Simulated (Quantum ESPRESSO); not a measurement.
# Band energies of CsCdCl$_{3}$

```xyz
5
Lattice="5.2644 0.0000 0.0000 0.0000 5.2644 0.0000 0.0000 0.0000 5.2644" Properties=species:S:1:pos:R:3 pbc="T T T"
Cl     0.0000     2.6322     2.6322
Cl     2.6322     0.0000     2.6322
Cl     2.6322     2.6322     0.0000
Cd     2.6322     2.6322     2.6322
Cs     0.0000     0.0000     0.0000
```

LDA (pw.x of Quantum ESPRESSO, ONCV potentials, scalar-relativistic); path ΓXMΓRX,MR; energies in eV from the valence-band maximum.

```csv
k (1/Å),point,band 21,band 22,band 23,band 24,band 25,band 26,band 27,band 28
0.00,Γ,-0.78,-0.78,-0.49,-0.49,-0.49,1.45,5.57,6.02
0.20,,-0.80,-0.80,-0.77,-0.53,-0.53,2.04,5.90,6.29
0.40,,-0.93,-0.82,-0.82,-0.64,-0.64,3.27,6.56,6.90
0.60,X,-0.98,-0.79,-0.79,-0.73,-0.73,4.09,6.90,7.28
0.80,,-1.04,-0.83,-0.78,-0.62,-0.57,4.31,7.12,7.45
0.99,,-0.98,-0.92,-0.90,-0.30,-0.25,5.00,7.14,7.70
1.19,M,-0.97,-0.94,-0.94,-0.19,-0.01,5.80,6.98,6.98
1.62,,-1.01,-0.88,-0.68,-0.67,-0.33,3.33,6.78,6.89
1.83,,-0.83,-0.81,-0.75,-0.54,-0.45,2.07,5.94,6.30
2.04,Γ,-0.78,-0.78,-0.49,-0.49,-0.49,1.45,5.57,6.02
2.38,,-0.97,-0.97,-0.64,-0.45,-0.45,2.79,6.40,6.68
2.55,,-1.08,-1.08,-0.49,-0.37,-0.37,3.83,6.89,7.12
2.90,,-0.32,-0.32,-0.22,-0.13,-0.13,5.52,6.00,6.00
3.07,R,-0.17,-0.17,-0.17,0.00,0.00,5.69,5.69,5.69
3.24,,-0.37,-0.25,-0.21,-0.17,-0.09,5.60,5.88,6.04
3.58,,-1.17,-0.66,-0.62,-0.53,-0.47,4.64,6.92,7.69
3.75,,-1.07,-0.74,-0.74,-0.67,-0.66,4.24,7.03,7.40
3.92,X,-0.98,-0.79,-0.79,-0.73,-0.73,4.09,6.90,7.28
3.92,M,-0.97,-0.94,-0.94,-0.19,-0.01,5.80,6.98,6.98
4.06,,-1.11,-0.73,-0.73,-0.19,-0.01,5.83,6.74,6.74
4.21,,-0.98,-0.47,-0.47,-0.18,0.00,5.85,6.26,6.26
4.51,R,-0.17,-0.17,-0.17,0.00,0.00,5.69,5.69,5.69
```

The LDA gap is indirect, 1.45 eV, from R to Γ; the smallest direct gap is 1.94 eV. Another valence extremum on the path lies within 0.02 eV, too close to call.

Spin-orbit splittings are left out. The cell is held in this high symmetry; tilts and polar distortions were not searched.

Geometry of the Materials Project entry, not relaxed at this level.
